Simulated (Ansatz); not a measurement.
SrPb$_{3}$ (Cu3Au type, Pm-3m), plane-wave PAW PBE (Ansatz code), all energies at zero smearing, with the estimated change up to a 700 eV cutoff added, with one set of potentials and settings (totals compare only within such a set). Cell of 4 atoms (1 Sr, 3 Pb): -39264.891 eV.

| element | reference phase | E (eV/atom) |
|---|---|---|
| Sr | C2/m, 3 atoms in the cell | -3544.2201 |
| Pb | Fm-3m, 1 atoms in the cell | -11906.4191 |

Formation energy per atom, worked out: (-39264.891 − 1×(-3544.2201) − 3×(-11906.4191))/4 = -0.354 eV/atom (-34 kJ per mol of atoms), at 0 K, without zero-point energy or fitted corrections.

The first step of the workflow began from a Materials Project structure, measured or hypothetical; the Crystallography Open Database copy checked does not list it. COD files the formula under space group No. 123, so this cell is another polymorph or a model. With Sr and Pb taken as one species the cell has the higher symmetry Fm-3m, so it may be an ordered model of a mixed-site phase. Whether it is the stable phase at ambient conditions was not checked. The cell was relaxed with PBE under the symmetry of its start; its stability against distortions is not shown here. The references are the lowest solids computed at this level, not always the standard phases. Spin–orbit coupling is left out wherever it is not named.

Potentials: the later of the program's two PAW sets.
